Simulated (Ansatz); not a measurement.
LaAs (rock salt, Fm-3m), plane-wave PAW PBEsol (Ansatz code), all energies at zero smearing, with the estimated change up to a 700 eV cutoff added, with one set of potentials and settings (totals compare only within such a set). Cell of 2 atoms (1 La, 1 As): -10977.373 eV.

```csv
element,reference phase,E (eV/atom)
La,"P6_3/mmc, 4 atoms in the cell",-6161.2767
As,"R-3m, 2 atoms in the cell",-4813.0241
```

Formation energy per atom, worked out: (-10977.373 − 1×(-6161.2767) − 1×(-4813.0241))/2 = -1.536 eV/atom (-148 kJ per mol of atoms), at 0 K, without zero-point energy or fitted corrections.

The first step of the workflow began from a Materials Project structure, measured or hypothetical; the Crystallography Open Database files this formula in space group No. 225, but the cells were not matched. Whether it is the stable phase at ambient conditions was not checked. Symmetry was held in the PBEsol relaxation; of distortions, only those at the zone centre were tested. The references are the lowest solids computed at this level, not always the standard phases. Spin–orbit coupling is left out wherever it is not named.

Potentials: the later of the program's two PAW sets.
